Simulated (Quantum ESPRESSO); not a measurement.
## Ir3ZnTaPd2Hf (input and log of a self-consistent run)

Simulated, not a measurement. The program is pw.x of Quantum ESPRESSO 7.5 (plane-wave density functional theory). The cell is made up: eight metal atoms on a hexagonal close-packed lattice, with elements, volume, strain and displacements drawn at random and not relaxed, so it may be unstable or far from any real phase. PseudoDojo standard norm-conserving files set the functional (PBE unless stated); there is no spin polarisation or spin-orbit coupling, the Fermi-Dirac width of 0.25 eV means electrons at about 2900 K, and the masses in the input are unused placeholders. Heavy elements are run without spin-orbit coupling, which real alloys of them have. A spin test at this wide smearing found no moment, but such smearing suppresses magnetism that the real alloy may have.

Input:

```
&control calculation='scf', pseudo_dir='./dojo.nc.sr.pbe.v0_5.standard.upf', outdir='./o', disk_io='medium', tprnfor=.true., tstress=.true. /
&system ibrav=0, nat=8, ntyp=5, nbnd=84, ecutwfc=84.00895049, nosym=.true., tot_charge=0,
 occupations='smearing', smearing='fd', degauss=0.0183746611
/
&electrons conv_thr=1.470e-08, electron_maxstep=70, mixing_beta=0.5 /
ATOMIC_SPECIES
Hf 1.0 Hf.upf
Ir 1.0 Ir.upf
Pd 1.0 Pd.upf
Ta 1.0 Ta.upf
Zn 1.0 Zn.upf
CELL_PARAMETERS angstrom
-2.8421 0.0249 0.0255
-0.0032 4.9347 -4.4341
0.0833 -4.9942 -4.4997
ATOMIC_POSITIONS angstrom
Ir 0.1098 0.057 -0.0475
Zn -0.0968 1.4205 -2.1907
Ir 0.0813 -0.0097 -4.4185
Ta 0.1713 1.3979 -6.7006
Pd -1.2703 -0.8844 -2.3204
Hf -1.2926 -2.3582 -4.4969
Ir -1.3033 -0.7011 -6.6965
Pd -1.4146 2.2464 -4.5391
K_POINTS automatic
8 4 4 1 1 1
```

The log is shortened where brackets say so; the opening notice, blank lines, dates and the lines on written files are dropped, and the path of the files is cut. It prints rydbergs, bohrs and kilobars, and counts compression as positive stress. Its total energy is the free energy E - TS of the whole cell.

```
     Program PWSCF v.7.5
     Parallel version (MPI & OpenMP), running on       1 processor cores
     Number of MPI processes:                 1
     Threads/MPI process:                     1
     [start-up lines left out]
     bravais-lattice index     =            0
     lattice parameter (alat)  =       5.3712  a.u.
     unit-cell volume          =     850.4652 (a.u.)^3
     number of atoms/cell      =            8
     number of atomic types    =            5
     number of electrons       =       132.00
     number of Kohn-Sham states=           84
     kinetic-energy cutoff     =      84.0090  Ry
     charge density cutoff     =     336.0358  Ry
     scf convergence threshold =      1.5E-08
     mixing beta               =       0.5000
     number of iterations used =            8  plain     mixing
     Exchange-correlation= PBE
                           (   1   4   3   4   0   0   0)
     [axes and pseudopotential details left out]
   Cartesian axes
     site n.     atom                  positions (alat units)
         1        Ir     tau(   1) = (   0.0386304   0.0200540  -0.0167117  )
         2        Zn     tau(   2) = (  -0.0340566   0.4997672  -0.7707427  )
         3        Ir     tau(   3) = (   0.0286034  -0.0034127  -1.5545381  )
         4        Ta     tau(   4) = (   0.0602676   0.4918159  -2.3574375  )
         5        Pd     tau(   5) = (  -0.4469231  -0.3111539  -0.8163744  )
         6        Hf     tau(   6) = (  -0.4547688  -0.8296733  -1.5821211  )
         7        Ir     tau(   7) = (  -0.4585333  -0.2466644  -2.3559950  )
         8        Pd     tau(   8) = (  -0.4976914   0.7903393  -1.5969681  )
     number of k points=    64  Fermi-Dirac smearing, width (Ry)=  0.0184
                       cart. coord. in units 2pi/alat
        k(    1) = (  -0.0632238  -0.0000215  -0.0801052), wk =   0.0312500
        k(    2) = (  -0.0645559  -0.0710776  -0.1591824), wk =   0.0312500
     [further k points left out]
     Dense  grid:    88465 G-vectors     FFT dimensions: (  32,  75,  75)
     Estimated max dynamical RAM per process >     186.14 MB
     Initial potential from superposition of free atoms
     starting charge     131.9963, renormalised to     132.0000
     Starting wfcs are   78 randomized atomic wfcs +    6 random wfcs
     total cpu time spent up to now is       35.6 secs
     per-process dynamical memory:    95.1 Mb
     Self-consistent Calculation
     iteration #  1     ecut=    84.01 Ry     beta= 0.50
     Davidson diagonalization with overlap
     ethr =  1.00E-02,  avg # of iterations =  3.2
     total cpu time spent up to now is      143.2 secs
     total energy              =   -1878.46365376 Ry
     estimated scf accuracy    <      23.73410097 Ry
     iteration #  2     ecut=    84.01 Ry     beta= 0.50
     Davidson diagonalization with overlap
     ethr =  1.00E-02,  avg # of iterations =  3.4
     total cpu time spent up to now is      279.9 secs
     total energy              =   -1879.60452342 Ry
     estimated scf accuracy    <     178.42642651 Ry
     iteration #  3     ecut=    84.01 Ry     beta= 0.50
     Davidson diagonalization with overlap
     ethr =  1.00E-02,  avg # of iterations =  4.4
     total cpu time spent up to now is      408.7 secs
     total energy              =   -1893.26940549 Ry
     estimated scf accuracy    <      20.43790197 Ry
     iteration #  4     ecut=    84.01 Ry     beta= 0.50
     Davidson diagonalization with overlap
     ethr =  1.00E-02,  avg # of iterations =  1.8
     total cpu time spent up to now is      507.0 secs
     total energy              =   -1894.20807579 Ry
     estimated scf accuracy    <      10.62543038 Ry
     iteration #  5     ecut=    84.01 Ry     beta= 0.50
     Davidson diagonalization with overlap
     ethr =  8.05E-03,  avg # of iterations =  1.1
     total cpu time spent up to now is      592.2 secs
     total energy              =   -1894.38703084 Ry
     estimated scf accuracy    <       4.73156193 Ry
     [iterations 6 to 15 left out]
     iteration # 16     ecut=    84.01 Ry     beta= 0.50
     Davidson diagonalization with overlap
     ethr =  1.19E-08,  avg # of iterations =  2.0
     total cpu time spent up to now is     1577.8 secs
     total energy              =   -1894.16417453 Ry
     estimated scf accuracy    <       0.00001801 Ry
     iteration # 17     ecut=    84.01 Ry     beta= 0.50
     Davidson diagonalization with overlap
     ethr =  1.19E-08,  avg # of iterations =  1.2
     total cpu time spent up to now is     1655.4 secs
     total energy              =   -1894.16417616 Ry
     estimated scf accuracy    <       0.00000105 Ry
     iteration # 18     ecut=    84.01 Ry     beta= 0.50
     Davidson diagonalization with overlap
     ethr =  7.94E-10,  avg # of iterations =  2.8
     total cpu time spent up to now is     1753.2 secs
     total energy              =   -1894.16417628 Ry
     estimated scf accuracy    <       0.00000099 Ry
     iteration # 19     ecut=    84.01 Ry     beta= 0.50
     Davidson diagonalization with overlap
     ethr =  7.52E-10,  avg # of iterations =  1.5
     total cpu time spent up to now is     1845.8 secs
     total energy              =   -1894.16417636 Ry
     estimated scf accuracy    <       0.00000027 Ry
     iteration # 20     ecut=    84.01 Ry     beta= 0.50
     Davidson diagonalization with overlap
     ethr =  2.02E-10,  avg # of iterations =  1.8
     total cpu time spent up to now is     1929.0 secs
     End of self-consistent calculation
     [lines on levels left out]
!    total energy              =   -1894.16417638 Ry
     estimated scf accuracy    <       0.00000001 Ry
     smearing contrib. (-TS)   =      -0.09653645 Ry
     internal energy E=F+TS    =   -1894.06763993 Ry
     The total energy is F=E-TS. E is the sum of the following terms:
     one-electron contribution =    -657.47202955 Ry
     hartree contribution      =     406.20231674 Ry
     xc contribution           =    -319.22803161 Ry
     ewald contribution        =   -1323.56989551 Ry
     convergence has been achieved in  20 iterations
     Forces acting on atoms (cartesian axes, Ry/au):
     atom    1 type  2   force =    -0.00585247   -0.01249060    0.02722466
     atom    2 type  5   force =     0.01316989    0.02181918   -0.03978943
     atom    3 type  2   force =     0.00556624   -0.02342441   -0.03615875
     atom    4 type  4   force =    -0.02152795    0.05100541    0.04416660
     atom    5 type  3   force =    -0.01640215   -0.01833299    0.06300698
     atom    6 type  1   force =    -0.00861992   -0.03545125   -0.05655061
     atom    7 type  2   force =     0.00717178   -0.08233006   -0.03800906
     atom    8 type  3   force =     0.02649457    0.09920473    0.03610962
     Total force =     0.198224     Total SCF correction =     0.000683
     Computing stress (Cartesian axis) and pressure
          total   stress  (Ry/bohr**3)                   (kbar)     P=      101.62
   0.00073742   0.00013338   0.00009507          108.48       19.62       13.99
   0.00013338   0.00050536  -0.00007949           19.62       74.34      -11.69
   0.00009507  -0.00007949   0.00082969           13.99      -11.69      122.05
     init_run     :     31.69s CPU     35.35s WALL (       1 calls)
     electrons    :   1840.87s CPU   1893.45s WALL (       1 calls)
     forces       :     16.09s CPU     16.27s WALL (       1 calls)
     stress       :     72.78s CPU     73.29s WALL (       1 calls)
     [timing details left out]
     PWSCF        :  32m42.14s CPU  33m41.68s WALL
     JOB DONE.
```

In other units: free energy -25771.417 eV for the cell, pressure 10.16 GPa, largest force component 2.551 eV/Å in size. The run took 2023 s of wall time with one process on a shared machine (AMD EPYC, Zen 5, virtual cores), so the time is rough. A rerun of this cell at a higher cutoff and on a denser mesh moved values by no more than 0.012 eV in energy, 0.24 GPa in stress and 0.017 eV/Å in force, and a second program with other atomic files agreed on that cell to 2 % rms in force and 0.5 GPa in pressure.